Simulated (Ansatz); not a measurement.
Y₅Si₃:
```
Y5Si3
1.0
    8.37338     0.00000     0.00000
   -4.18669     7.25156     0.00000
    0.00000     0.00000     6.28838
Y Si
10 6
Direct
  0.00000   0.75658   0.75000
  0.00000   0.24342   0.25000
  0.24342   0.00000   0.25000
  0.75658   0.00000   0.75000
  0.24342   0.24342   0.75000
  0.75658   0.75658   0.25000
  0.33333   0.66667   0.50000
  0.66667   0.33333   0.50000
  0.66667   0.33333   0.00000
  0.33333   0.66667   0.00000
  0.39482   0.00000   0.75000
  0.60518   0.00000   0.25000
  0.39482   0.39482   0.25000
  0.60518   0.60518   0.75000
  0.00000   0.39482   0.75000
  0.00000   0.60518   0.25000
```

Relaxed with PBEsol. Special points in fractions of this cell's reciprocal vectors: Γ (0.000, 0.000, 0.000); M (0.500, 0.000, 0.000); K (0.333, 0.333, 0.000); A (0.000, 0.000, 0.500); L (0.500, 0.000, 0.500); H (0.333, 0.333, 0.500).

List the band energies nearest the Fermi level at these points for PBEsol in the plane-wave PAW code Ansatz.

In eV from the Fermi level; about four levels below and three above (degenerate sets whole), none deeper than 8.9 eV; points with the same levels are listed once.

```csv
k,below,above
Γ,-0.33 -0.32 -0.27 -0.27,0.34 0.34 0.66
M,-0.70 -0.57 -0.28 -0.20,0.33 0.39 0.46
K,-0.30 -0.30 -0.28 -0.13,0.42 0.61 0.62 0.62
A,-0.03 -0.03 -0.03 -0.03,1.22 1.22 1.31 1.31
L,-0.89 -0.89 -0.15 -0.15,0.25 0.25 0.46 0.46
H,-0.88 -0.88 -0.09 -0.09,0.26 0.26 0.26 0.26
```

Space group P6_3/mcm. The workflow started from a Materials Project entry (that database holds measured and hypothetical structures alike); the Crystallography Open Database copy checked does not list it. Whether it is the stable phase at ambient conditions was not checked. Symmetry was held in the PBEsol relaxation; whether a distortion lowers the energy is not shown. The run is not spin-polarised. Spin–orbit coupling is left out wherever it is not named.

Potentials: the later of the program's two PAW sets.
